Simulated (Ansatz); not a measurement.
Data:

BeTe:
Space group F-43m (No. 216); a = 5.657 Å, b = 5.657 Å, c = 5.657 Å, α = 90.00°, β = 90.00°, γ = 90.00°

| atom | site | symmetry | x | y | z |
|---|---|---|---|---|---|
| Be | 4c | -43m | 0.2500 | 0.2500 | 0.2500 |
| Te | 4b | -43m | 0.5000 | 0.5000 | 0.5000 |
(The calculation used a cell of 2 atoms; values per cell refer to that cell.)

This is the r²SCAN-relaxed structure.

All from r²SCAN in the plane-wave PAW code Ansatz, unless another level is named. Predict the hole effective mass, band 1 of 3 at the edge.

0.35 along [100], 2.6 along [110], 0.82 along [111] (mₑ).

And the weight of the conduction-edge state by species (Voronoi cells)?

Be 65 %, Te 35 %.

Predict the valence-band maximum.

at Γ.

Symmetry was held in the r²SCAN relaxation; of distortions, only those at the zone centre were tested. The volume moved by 29 % from the start of the relaxation. Spin–orbit coupling is left out wherever it is not named.

Potentials: the later of the program's two PAW sets.

Edges and masses are those of Kohn–Sham bands, whose gap is no quasiparticle gap.
